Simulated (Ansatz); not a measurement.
**Ag: moving Ag off its site**

Ag, Im-3m, a = 3.311 Å (as given, not relaxed at this level: -11.4 GPa). This isn't the element's structure at ambient conditions. Ansatz: LDA, PAW, 420 eV, Γ-centred 10×10×10 mesh on 8 atoms, Gaussian smearing 0.15 eV; no spin polarisation.

```
CELL_PARAMETERS angstrom
-3.31131 -3.31131 3.31131
-3.31131 3.31131 -3.31131
3.31131 -3.31131 -3.31131
ATOMIC_POSITIONS crystal
Ag 0.50000 0.50000 0.50000
Ag 0.00000 0.50000 0.50000
Ag 0.50000 0.00000 0.50000
Ag 0.00000 0.00000 0.50000
Ag 0.50000 0.50000 0.00000
Ag 0.00000 0.50000 0.00000
Ag 0.50000 0.00000 0.00000
Ag 0.00000 0.00000 0.00000
```

Atom 1 (Ag) moves by x along the unit vector (0.577, 0.577, 0.577), with its periodic images; all else is held. y is the free energy of the cell over the start, F the force along the path summed over the moved atoms. Symmetry makes y even in x.

| x (Å) | y (meV) | F (eV/Å) |
| --- | --- | --- |
| -0.4500 | 454.5 | 2.64 |
| -0.2250 | 89.4 | 0.86 |
| 0.0000 | 0.0 | 0.00 |
| 0.0563 | 5.2 | -0.18 |
| 0.1125 | 21.0 | -0.38 |
| 0.1688 | 48.5 | -0.60 |
| 0.2813 | ? | ? |
| 0.3375 | 222.8 | -1.56 |
| 0.3938 | 323.6 | -2.04 |

Q: Fit y = c2 x² + c4 x⁴ to the energies of the other rows, give the force constant, and predict energy and force of the missing row.

A: Least squares on the rows shown. y = 1593.4 x² + 3205.2 x⁴. The force constant is 2 c2 = 3.19 eV/Å², for the cell as given, at -11.4 GPa (for all images moving together, not for a lone atom). The force −dy/dx at the missing row is -1.18 eV/Å (computed -1.17). At x = 0.2813 the fit asked for gives 146.2 meV. The run gave 146.4 meV, so the fit is 0.2 meV too low, within the rms miss on the fitted rows (0.4 meV).

Cost: 9 runs of about 19 core-minutes in all, on AMD EPYC 7R43 (Zen 3) (shared hosts).